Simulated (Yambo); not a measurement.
Yambo run on NaOH (space group Pbcm, No. 57). The wavefunctions are PBEsol (pw.x of Quantum ESPRESSO, ONCV potentials, without SOC) ones on a 4×2×2 mesh (32 occupied bands); a = 3.1260 Å, b = 5.8671 Å, c = 6.1043 Å, α = β = γ = 90.00°.

Yambo input:

```
rim_cut
HF_and_locXC
RandQpts= 1000000
RandGvec= 1 Ry
EXXRLvcs= 88 Ry
VXCRLvcs= 352 Ry
% QPkrange
 1 | 1 | 32 | 33 |
 4 | 4 | 32 | 33 |
 11 | 11 | 32 | 33 |
 12 | 12 | 32 | 33 |
%
```

k points by index: 1 = Γ, 4 = (0, -0.5, -0.5), 11 = (-0.5, -0.5, 0), 12 = (-0.5, -0.5, -0.5).

Table of the .hf output:

```
#    K-point    Band    Eo [eV]    Ehf [eV]    Vxc [eV]    Vnlxc [eV]
#
    1    32    0.000000    -5.881240    -19.28675    -25.16799
    1    33    3.533624    7.899845    -10.64376    -6.277540
    4    32    -0.621537    -6.605321    -18.39012    -24.37391
    4    33    6.410674    11.29106    -12.70732    -7.826933
    11    32    -0.548588    -6.630661    -18.50062    -24.58270
    11    33    7.532506    12.71407    -11.39511    -6.213540
    12    32    -0.726671    -6.845480    -18.28207    -24.40088
    12    33    8.083032    13.27105    -10.87515    -5.687134
```
Exchange alone, without screening.

Geometry of the Materials Project entry, not relaxed at this level.

The structure is a Materials Project entry; no match was found in the copy of COD used, and its stability was not checked.
